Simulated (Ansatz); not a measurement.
**TiGe2O6: ¹⁷O NMR of the central transition**

Cell: a computed structure from the Materials Project (it need not be an observed phase), taken as it stands.

```xyz
18
Lattice="5.0291 -4.5255 0.0000 5.0291 4.5255 0.0000 -1.7644 0.0000 5.3069" Properties=species:S:1:pos:R:3 pbc="T T T"
Ti    4.5880   -3.5569    1.3267
Ti    3.7058    3.5569    3.9801
Ge    6.6147   -0.7759    1.4478
Ge    2.5613   -0.7759    1.2056
Ge    1.6791    0.7759    3.8590
Ge    5.7325    0.7759    4.1013
O     6.3793    0.1759    0.0013
O     2.7968    0.1759    2.6521
O     1.9146   -0.1759    5.3055
O     5.4971   -0.1759    2.6548
O     5.1388    2.4148    3.7908
O     2.2728    2.4148    4.1695
O     3.1550   -2.4148    1.5161
O     6.0210   -2.4148    1.1374
O     8.2941   -0.6157    2.0363
O     0.8819   -0.6157    0.6172
O    -0.0003    0.6157    3.2706
O     7.4119    0.6157    4.6897
```

Atom numbers follow the list; atoms alike are taken as one site, whose name carries the number of the first.

Method: Kohn–Sham DFT in Ansatz, PBE, plane waves and PAW, scalar-relativistic, 420 eV cutoff, Γ-centred 4×4×5 k-points, Fermi–Dirac smearing 0.02 eV.

¹⁷O has I = 5/2 and Q = -25.58 mb (Pyykkö 2018); at 14.1 T its Larmor frequency is ν₀ = 81.4 MHz. Only the quadrupole interaction is simulated: positions count from each site's isotropic chemical shift, and shift anisotropy, dipolar and J coupling are left out.

Problem. Give C_Q, η, the quadrupolar product P_Q = |C_Q|(1 + η²/3)^½, the second-order isotropic shift and the breadth of the pattern (static powder) for each O site.

Solution. 

```
site                                 first shell  C_Q (MHz)     η  P_Q (MHz)  δ_QIS (ppm)  breadth (kHz)
  O7                  2 Ge at 1.75 Å, angle 132°      -7.83  0.59       8.28        -62.1           36.2
 O11  1 Ge at 1.77 Å, 1 Ti at 1.84 Å, angle 145°      -5.63  0.09       5.64        -28.8           13.2
 O15         1 Ge at 1.79 Å, 2 Ti at 2.02–2.18 Å      -5.41  0.56       5.69        -29.3           16.9
```

δ_QIS = −(ν_Q²/30ν₀²)[I(I+1) − 3/4](1 + η²/3) × 10⁶ ppm with ν_Q = 3|C_Q|/[2I(2I−1)]; it falls as 1/B₀² in ppm, and the breadth as 1/B₀ in kHz.

At O7 and O11 V_zz runs parallel to the line that joins its two neighbours (within 10°) in each case. At O15 V_zz points along its shortest bond, to Ge (within 8°).

The largest force is 0.3 eV/Å, so the atoms aren't at the calculated equilibrium and relaxing them would move these values.

Hardware: 1 thread of AMD EPYC 7R43 64-Core Processor (Zen 3) (x86_64; 50 cores open to the job, memory cap 2.5 GiB, no GPU), a shared host with a load of 0.5 a core. Wall time 54 s, CPU time 54 s, peak memory 0.94 GiB.
